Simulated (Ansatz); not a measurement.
SrMg (Pm-3m): from strained cells to moduli

```
CELL_PARAMETERS angstrom
4.13178 0.00000 0.00000
0.00000 4.13178 0.00000
0.00000 0.00000 4.13178
ATOMIC_POSITIONS crystal
Sr 0.50000 0.50000 0.50000
Mg 0.00000 0.00000 0.00000
```

Level of theory, where no other is named: PBEsol, all-electron LAPW in Ansatz 0.2.0, scalar-relativistic. k mesh 12×12×12, Fermi-Dirac smearing of 0.100 eV, basis error target 1 meV/atom. The cell was relaxed by PAW under this functional, which moved its volume by +19 % from the database entry's.

The cell is cubic and carries a residual pressure of 0.00 GPa at this level. Each strain component that symmetry leaves independent is applied at ±0.005, the ions relax wherever a strain frees them, and the stress (tension positive, GPa) is read. Shears are engineering strains, γ = 2ε.

```tsv
strain	size	σxx	σyy	σzz	σyz	σxz	σxy
xx	-0.005	-0.1381	-0.0899	-0.0899	0.0000	0.0000	0.0000
xx	+0.005	0.1345	0.0882	0.0882	0.0000	0.0000	0.0000
yz	-0.005	-0.0008	-0.0003	-0.0003	-0.1039	0.0000	0.0000
yz	+0.005	-0.0008	-0.0003	-0.0003	0.1039	0.0000	0.0000
```

A central difference gives one constant, for example C11 ≈ (0.1345 − (-0.1381))/(0.01) = 27.3 GPa; the program then imposes the crystal's symmetry on the whole matrix.

Problem. What are the independent elastic constants?

Solution. C11 = 27.3, C12 = 17.8, C44 = 20.8 GPa.

Problem. Do they meet the Born conditions?

Solution. C11 − C12 = 9.5, C11 + 2C12 = 62.9 and C44 = 20.8 GPa must all be positive, so the crystal is elastically stable; that says nothing yet of its phonons.

Problem. What moduli does a random aggregate of grains have?

Solution. B = (C11 + 2C12)/3 = 21.0 GPa. G_V = (C11 − C12 + 3C44)/5 = 14.4 and G_R = 5(C11 − C12)C44/(4C44 + 3(C11 − C12)) = 8.8, so G_H = 11.6 GPa. Then E = 9BG/(3B + G) = 29.3 GPa, ν = (3B − 2G)/(6B + 2G) = 0.267 and B/G = 1.81, on the ductile side of Pugh's 1.75 (a rule of thumb).

Problem. With the density of 2.635 g/cm³, how fast does sound travel, and what Debye temperature follows?

Solution. 

```json
{"direction": "[100]", "slow (m/s)": "2808", "middle (m/s)": "2808", "fast (m/s)": "3216"}
{"direction": "[110]", "slow (m/s)": "1339", "middle (m/s)": "2808", "fast (m/s)": "4054"}
{"direction": "[111]", "slow (m/s)": "1955", "middle (m/s)": "1955", "fast (m/s)": "4297"}
```

The mean of v⁻³ over directions and branches gives v_m = 2235 m/s and θ_D = (ħ/k_B) v_m (6π²n)^(1/3) = 203 K, n being atoms per volume. Young's modulus spans 13 to 47 GPa over directions, and the universal anisotropy index is 3.15.

Problem. How far do the constants move if PAW replaces LAPW in the same cell?

Solution. 

| constant | LAPW (GPa) | PAW (GPa) | difference |
| --- | --- | --- | --- |
| C11 | 27.3 | 27.2 | -0.1 |
| C12 | 17.8 | 17.8 | 0.0 |
| C44 | 20.8 | 20.7 | -0.1 |

Problem. How do the constants change if the ions are clamped to the homogeneous strain?

Solution. None moves by more than 0.3 GPa: by symmetry a homogeneous strain puts no force on these sites.

Limits of these numbers: responses of metals move with mesh and smearing; the frozen-core PAW files of the compared runs were fitted under PBE, their cores solved anew for this functional.
